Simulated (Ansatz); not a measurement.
An Ansatz input:

```yaml
crystal:
  lattice:
    - [-1.9438794995, 1.6264480961, 1.3053193044]
    - [1.6264480961, -1.9438794995, 1.3053193044]
    - [3.2937101824, 3.2937101824, -1.8866955011]
  atoms:
    - { symbol: Zn, position: [0.9496996301, 0.0503003699, 1.0] }
    - { symbol: Zn, position: [0.8003003699, 0.1996996301, 0.5] }
hamiltonian:
  xc: r2scan
  pseudopotentials:
    kind: paw_fr
    azcp:
      Zn: "pseudopotentials/Zn.paw.azcp"
basis:
  ecutwfc: 500
  fft_grid_basis: typed
kpoints:
  mp_grid: { grid: [15, 15, 8], shift: [0, 0, 0] }
magnetization:
  noncollinear: true
  spin_orbit: true
scf:
  occupations: { method: fermi_dirac, width: 0.1 }
```

and its output:

```
Warning: 4 symmetry operations that the atoms keep within the bar at which the run's group was sought (crystal.symmetry.tolerance 1.0e-5, or twice it) were not taken beside the 4 unitary ones that the detection took (of a slab, those that keep its plane). If the more symmetric cell is meant, write the vectors of crystal.lattice to more decimals, or, with the positions in fractional coordinates, give it by lengths and angles (which lays the cell in the standard orientation, to which the deck's other Cartesian keys then refer), with the lengths that are meant to be equal typed equal, the angles likewise, and each angle that the symmetry fixes typed at its exact value (of a frozen-density pass: in the run whose state it reads). The detection then takes those 4 too, where the atoms keep them as a group. The lattice (crystal.lattice as typed, or as saved on a frozen-density pass laid at its state's geometry) misses each of them by more than the tolerance, the farthest off changing a squared length by the fraction 7.5e-5. The run does not impose them: its cell is that one, or, where this deck is also told that its lattice was moved onto its group, that cell laid onto the operations that were taken. If the cell is strained on purpose, what lies past the tolerance is rightly left out.
Engine: ansatz 0.2.0, x86_64-unknown-linux-gnu
Pseudopotentials: kind: paw_fr
Pseudopotential: Zn, paw_fr, valence charge 12, recommended cutoff 500 eV (meta_gga) 
Functional definition: r2SCAN
  parameter k0 = 0.174
  parameter k1 = 0.065
  parameter a1 = 4.9479
  exchange = r2scan_x(k0 = k0, k1 = k1, a1 = a1)
  correlation = r2scan_c
non-collinear run that drives no moment, with spin-orbit: no starting moment large enough to seed its density (crystal.atoms[].spin), no starting occupations that ask for one, no magnetisation constraint and no magnetic field, so the semilocal B_xc is pinned to zero
Crystal: 2 atoms, lattice volume = 28.562 Å³
Basis set: ecut = 500 eV, 731 PW (Γ), exchange–correlation on 96×96×160 points (64 copies of the dense FFT grid, shifted against one another)
Bands: 32, of which v1, the nominal top of the filled ones, is band 24 counted from 1 (23 counted from 0)
Symmetry: 4 space group operations + 4 with time reversal
Magnetic group: BNS 15.86 (UNI 93), of the structure as read, at distance tolerance 3.1e-5 Å
k-points: 488 of 1800
Projection manifold: j_resolved (fully-relativistic pseudo-atomic orbitals)
Non-local potential: Zn, projectors of the file, l = 0: 2, l = 1: 4, l = 2: 6, l = 3: 2
PAW form: soft (Blöchl's): semilocal exchange-correlation on the pseudo side does not see the compensation charge
PAW frozen core: Zn, regenerated for the run's functional (the file was generated under x = pbe(κ = 0.804, μ = 0.2195149727645171), c = pbe(β = 0.06672455060314922))
PAW one-centre angular grid: Zn, 590 points (default); XC on 297 of its mesh's 2673 points in the sphere
Initial density: superposition of atomic densities (chi_scale 0.1, normalization cell)
Initial wavefunctions: pseudopotential atomic-orbital guess
Functional: x = r2scan, c = r2scan; τ floored in thin density (d = 2e-4 eV/Å³)
iter 1 solved again at ethr=1.61e-3 eV; its pass at ethr=3.10e-3 eV (dr2=3.86e-1 eV) is discarded
SCF iter   1: F=—  HF=-6646.847066 eV  |F-HF|=—  |Δ(HF+E_count)|=         —  Δρ=3.85e-2  dr2=4.09e-1  dr2_τ=1.13e-3  dr2_m=0.00e0 (ungated)  ethr=1.61e-3  |M|=0.00e0 ∫|m|=0.00e0 μB  |m|>n=0.0e0 m-floor=0.0e0 τ_xc=0.0e0  β_m=0.30  ⟨swp⟩=1.2  Hψ=56679  notcnv=0
SCF iter   2: F=—  HF=-6646.811673 eV  |F-HF|=—  |Δ(HF+E_count)|=   3.54e-2  Δρ=2.44e-2  dr2=1.62e-1  dr2_τ=7.24e-4  dr2_m=0.00e0 (ungated)  ethr=1.61e-3  |M|=0.00e0 ∫|m|=0.00e0 μB  |m|>n=0.0e0 m-floor=0.0e0 τ_xc=0.0e0  β_m=0.46  ⟨swp⟩=3.0  Hψ=14491  notcnv=0
SCF iter   3: F=—  HF=-6646.838730 eV  |F-HF|=—  |Δ(HF+E_count)|=   2.71e-2  Δρ=1.08e-2  dr2=2.94e-2  dr2_τ=7.21e-5  dr2_m=0.00e0 (ungated)  ethr=6.76e-4  |M|=0.00e0 ∫|m|=0.00e0 μB  |m|>n=0.0e0 m-floor=0.0e0 τ_xc=0.0e0  β_m=0.57  ⟨swp⟩=2.5  Hψ=13087  notcnv=0  defer=954
SCF iter   4: F=—  HF=-6646.847741 eV  |F-HF|=—  |Δ(HF+E_count)|=   9.01e-3  Δρ=3.97e-3  dr2=1.56e-3  dr2_τ=2.78e-6  dr2_m=0.00e0 (ungated)  ethr=1.23e-4  |M|=0.00e0 ∫|m|=0.00e0 μB  |m|>n=0.0e0 m-floor=0.0e0 τ_xc=0.0e0  β_m=0.79  ⟨swp⟩=2.0  Hψ=14387  notcnv=0  defer=958
SCF iter   5: F=—  HF=-6646.849489 eV  |F-HF|=—  |Δ(HF+E_count)|=   1.75e-3  Δρ=4.87e-4  dr2=4.06e-5  dr2_τ=1.86e-7  dr2_m=0.00e0 (ungated)  ethr=6.50e-6  |M|=0.00e0 ∫|m|=0.00e0 μB  |m|>n=0.0e0 m-floor=0.0e0 τ_xc=0.0e0  β_m=0.78  ⟨swp⟩=2.0  Hψ=15137  notcnv=0  defer=958
SCF iter   6: F=—  HF=-6646.849518 eV  |F-HF|=—  |Δ(HF+E_count)|=   2.86e-5  Δρ=7.46e-5  dr2=1.25e-6  dr2_τ=3.29e-9  dr2_m=0.00e0 (ungated)  ethr=1.69e-7  |M|=0.00e0 ∫|m|=0.00e0 μB  |m|>n=0.0e0 m-floor=0.0e0 τ_xc=0.0e0  β_m=0.87  ⟨swp⟩=2.5  Hψ=13411  notcnv=0  defer=958
SCF iter   7: F=-6646.849519 eV  HF=-6646.849519 eV  |F-HF|=7.82e-9  |Δ(HF+E_count)|=   1.04e-6  Δρ=5.53e-6  dr2=5.52e-9  dr2_τ=2.99e-11  dr2_m=0.00e0 (ungated)  ethr=4.17e-10  |M|=0.00e0 ∫|m|=0.00e0 μB  |m|>n=0.0e0 m-floor=0.0e0 τ_xc=0.0e0  ⟨swp⟩=3.2  Hψ=21686  notcnv=0
SCF 1 converged in 7 iterations: F = -6646.849519 eV  dr2 = 5.52e-9
SCF converged after 7 iterations
Magnetization: |M| = 0.0000 μB,  M = (+0.0000, +0.0000, +0.0000) μB
Absolute magnetization: 0.0000 μB (∫|m|)
  site 0: m = (+0.0000, +0.0000, +0.0000) μB, |m| = 0.0000 μB  (R = 1.08 Å)
  site 1: m = (+0.0000, +0.0000, +0.0000) μB, |m| = 0.0000 μB  (R = 1.08 Å)
Free energy (F): -6646.849519 eV
Harris-Foulkes:  -6646.849519 eV  (|F-HF|=7.82e-9)
Internal energy: -6646.833855 eV  (E = F + TS)
E sigma→0 (E₀):  -6646.841687 eV
Entropy (-TS):   -0.015664 eV (-7.832 meV/atom)
Fermi energy:    12.063227 eV
--- Per-component energies (eV) ---
  E_band       = 106.791506
  E_kinetic    = 261.720913
  E_local      = -2996.710967  (includes V_loc(G=0)·N_el)
  E_nonlocal   = 1227.141209
  E_hartree    = 1262.747165
  E_xc         = -249.669286
  E_vxc        = -110.314793  (∫ρ·V_xc dr)
  E_paw        = -3687.651431  (= ΣΔE_a)
  E_vpaw       = -806.983583  (= ΣTr[D̂ρ^β])
  E_aug_tail   = -0.000111  (compensation charges beyond the density's cutoff)
  E_vtau       = 6.442719  (kinetic-family band-sum trace: ∫τ·v_τ [+ j·A + Jᵃ·Aᵃ] dr)
  E_ewald      = -2464.070135
  E_core_change = -0.341211  (= ΣΔE_core)
  E_smearing   = -0.015664  (= −TS)
  E_closure    = 0.000000  (closes the sum)
  Σ components = -6646.849519   (vs F -6646.849519, Δ=0.00e0)
```

Command:

```sh
ansatz run input.yaml --threads 1 --pin off --max-ram 3584MiB --backend cpu --events-out ev --progress --plain --runs-dir out
```

On 1 thread of Intel(R) Xeon(R) Platinum 8259CL CPU @ 2.50GHz (Skylake/Cascade Lake) (shared host) this took about 180 s of wall time and 180 s of CPU time.
